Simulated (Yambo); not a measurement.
Bethe-Salpeter results for KMo$_{2}$AlO$_{8}$

```
KMo2AlO8
1.0
    5.63790     0.00000     0.00000
   -2.81895     4.88256     0.00000
    0.00000     0.00000     7.31833
O Al K Mo
8 1 1 2
Direct
  0.15707   0.84293   0.84568
  0.84293   0.15707   0.15432
  0.15707   0.31414   0.84568
  0.84293   0.68586   0.15432
  0.68586   0.84293   0.84568
  0.31414   0.15707   0.15432
  0.66667   0.33333   0.46894
  0.33333   0.66667   0.53106
  0.00000   0.00000   0.00000
  0.00000   0.00000   0.50000
  0.66667   0.33333   0.22970
  0.33333   0.66667   0.77030
```

The geometry is that of Materials Project entry mp-19352, symmetrised and not relaxed again.

BSE in Yambo on norm-conserving PBEsol (Quantum ESPRESSO, 84 Ry, scalar-relativistic) bands: 3×3×2 mesh, 24 valence and 18 conduction bands, static screening with 118 bands and a 3 Ry block, scissor 2.67 eV, Tamm-Dancoff; field along x.

```json
[
 {"state": "1", "energy (eV)": "3.99", "states within 2 meV": "1", "relative strength": "< 0.01", "class": "dark", "main transitions": "several band pairs"},
 {"state": "2", "energy (eV)": "4.03", "states within 2 meV": "1", "relative strength": "< 0.01", "class": "dark", "main transitions": "several band pairs"},
 {"state": "3", "energy (eV)": "4.18", "states within 2 meV": "2", "relative strength": "0.13", "class": "weak", "main transitions": "several band pairs"},
 {"state": "4", "energy (eV)": "4.19", "states within 2 meV": "2", "relative strength": "< 0.01", "class": "dark", "main transitions": "several band pairs"},
 {"state": "5", "energy (eV)": "4.50", "states within 2 meV": "2", "relative strength": "< 0.01", "class": "dark", "main transitions": "several band pairs"},
 {"state": "6", "energy (eV)": "4.53", "states within 2 meV": "2", "relative strength": "1.00", "class": "strong", "main transitions": "several band pairs"},
 {"state": "7", "energy (eV)": "4.68", "states within 2 meV": "1", "relative strength": "< 0.01", "class": "dark", "main transitions": "several band pairs"},
 {"state": "8", "energy (eV)": "4.73", "states within 2 meV": "1", "relative strength": "0.02", "class": "weak", "main transitions": "several band pairs"}
]
```

These are vertical excitations (zero momentum). The direct quasiparticle gap on this mesh is 6.34 eV; counted from there, state 1 is bound by 2.35 eV. Convergence with the mesh was not shown.

Spin singlets only. Strengths are relative to the strongest of the lowest states of this run; strong means a line over 3 % of the spectrum's maximum, dark under 0.03 %. Absolute energies carry the error of the G0W0 scissor, whose convergence isn't established; the long-wavelength screening was taken along (1,1,1) although the crystal is anisotropic.

Spin-orbit splittings are left out.

The structure is a Materials Project entry; no match was found in the copy of COD used, and its stability was not checked.
